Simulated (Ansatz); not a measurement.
# Structure relaxation, TaAs

The start is a generated cell, TaAs placed in the FeSi structure type. The structure is fully relaxed (lattice and positions, P = 0) with PBEsol (plane waves to 420 eV, PAW, scalar-relativistic; Ansatz, a first-principles code). The first steps use a coarse 5×5×5 k-mesh.

Starting cell:
```
TaAs
1.0
    5.01488     0.00000     0.00000
    0.00000     5.01488     0.00000
    0.00000     0.00000     5.01488
Ta As
4 4
Direct
  0.13652   0.13652   0.13652
  0.63652   0.36348   0.86348
  0.86348   0.63652   0.36348
  0.36348   0.86348   0.63652
  0.84240   0.84240   0.84240
  0.34240   0.65760   0.15760
  0.15760   0.34240   0.65760
  0.65760   0.15760   0.34240
```

Initial pressure: +8 GPa (positive: the cell is compressed)
Outcome: The space group stays P2₁3 (No. 198) (the run could not lower it); the end is AFLOW prototype AB_cP8_198_a_a (B20, as in FeSi), with 8 atoms in the primitive cell
Energy released: 0.02 eV/atom
Volume change: +3.5 %, from 15.76 to 16.32 Å³/atom
Shortest distances (start → end): The closest pairs of elements (up to four, under 3.6 Å), start → end: As–Ta 2.55 → 2.59 Å; Ta–Ta 3.08 → 3.11 Å; As–As 3.11 → 3.14 Å
Band gap at the end: zero (metallic)
Optimiser moves: 7

Final structure:

```cif
data_As4Ta4
_chemical_formula_sum 'Ta4 As4'
_space_group_name_H-M_alt 'P213'
_space_group_IT_number 198
_space_group_name_Hall 'P 2ac 2ab 3'
_cell_length_a 5.07301
_cell_length_b 5.07301
_cell_length_c 5.07301
_cell_angle_alpha 90.000
_cell_angle_beta 90.000
_cell_angle_gamma 90.000
loop_
_atom_site_label
_atom_site_type_symbol
_atom_site_symmetry_multiplicity
_atom_site_Wyckoff_symbol
_atom_site_fract_x
_atom_site_fract_y
_atom_site_fract_z
_atom_site_occupancy
Ta1 Ta 4 a 0.13942 0.13942 0.13942 1
As1 As 4 a 0.84503 0.84503 0.84503 1
```

Final values are on a 9×9×9 k-mesh of the relaxed cell. No spin polarisation in the result.

The run could not lose the symmetry of its start: the end is stationary, and may be a saddle point rather than a minimum.

The relaxed structure here is a generated cell of TaAs: the first start was made by placing the elements on the sites of a structure type, and the end was not matched to a known phase here, so it may be hypothetical. Known forms of TaAs include space group No. 109.
